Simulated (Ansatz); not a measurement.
Consider the following.

B$_{13}$C$_{2}$:
```
CELL_PARAMETERS angstrom
      2.81786     1.62689     4.01800
     -2.81786     1.62689     4.01800
      0.00000    -3.25379     4.01800
ATOMIC_POSITIONS crystal
  B  0.50000 0.50000 0.50000
  B  0.80340 0.31846 0.80340
  B  0.19660 0.68154 0.19660
  B  0.80340 0.80340 0.31846
  B  0.19660 0.19660 0.68154
  B  0.31846 0.80340 0.80340
  B  0.68154 0.19660 0.19660
  B  0.00809 0.32359 0.00809
  B  0.99191 0.67641 0.99191
  B  0.00809 0.00809 0.32359
  B  0.99191 0.99191 0.67641
  B  0.32359 0.00809 0.00809
  B  0.67641 0.99191 0.99191
  C  0.61966 0.61966 0.61966
  C  0.38034 0.38034 0.38034
```

This is the PBEsol-relaxed structure. Tensor components refer to the Cartesian frame of this cell.

Q: All from DFT-PBEsol in the program Ansatz with PAW potentials, unless another level is named. Predict the highest zone-centre frequency.

A: 1550 cm⁻¹.

Q: Predict the Poisson's ratio.

A: 0.22.

Q: And the elastic constants (relaxed ions, GPa)?

A: C11 = 517, C12 = 126, C13 = 82.2, C14 = 11.5, C33 = 449, C44 = 109.

Space group R-3m. The first step of the workflow began from a Materials Project structure, measured or hypothetical; the Crystallography Open Database copy checked does not list it. Its standing as an ambient phase is unchecked. Symmetry was held in the PBEsol relaxation; whether a distortion lowers the energy is not shown. As this level gives no gap, shear constants depend on the k-mesh and smearing (Fermi–Dirac, 0.1 eV here). As this level gives no gap, phonon frequencies hold no LO–TO term and depend on the k-mesh and smearing (Fermi–Dirac, 0.1 eV here). On the denser mesh and wider smearing of the elastic run this cell carries a stress of 0.4 GPa.

Potentials: the later of the program's two PAW sets.
